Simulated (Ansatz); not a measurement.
BP:
```cif
data_B6P6
_chemical_formula_sum 'B6 P6'
_space_group_name_H-M_alt 'Pm-3n'
_space_group_IT_number 223
_space_group_name_Hall '-P 4n 2 3'
_cell_length_a 5.57582
_cell_length_b 5.57582
_cell_length_c 5.57582
_cell_angle_alpha 90.000
_cell_angle_beta 90.000
_cell_angle_gamma 90.000
loop_
_atom_site_label
_atom_site_type_symbol
_atom_site_symmetry_multiplicity
_atom_site_Wyckoff_symbol
_atom_site_fract_x
_atom_site_fract_y
_atom_site_fract_z
_atom_site_occupancy
B1 B 6 d 0.00000 0.25000 0.50000 1
P1 P 6 c 0.00000 0.50000 0.25000 1
```

Relaxed with r²SCAN.

**Question.** Tabulate the valence density and the electron localisation function along the shortest B–P contact (1.97 Å), DFT-r²SCAN in the program Ansatz with PAW potentials.

**Answer.** 

```tsv
distance from B (Å)	density (e/Å³)	ELF
0.20	0.48	0.01
0.30	0.64	0.09
0.39	0.76	0.33
0.49	0.83	0.62
0.59	0.85	0.80
0.69	0.85	0.89
0.79	0.85	0.93
0.89	0.86	0.94
0.99	0.89	0.95
1.08	0.93	0.95
1.18	0.95	0.94
1.28	0.94	0.91
1.38	0.85	0.83
1.48	0.69	0.60
1.58	0.49	0.24
1.68	0.29	0.03
1.77	0.14	0.00
```

The density is the valence pseudo-density with augmentation charge, so density and ELF within about 1 Å of a nucleus are not all-electron values.

The start of the workflow was typed in or built on a structure type; neither database checked (COD, Materials Project) lists it. It is not the phase usual at ambient conditions (space group No. 216). The r²SCAN relaxation kept the symmetry of its start; its stability against distortions is not shown here.

Potentials: the earlier of the program's two PAW sets.
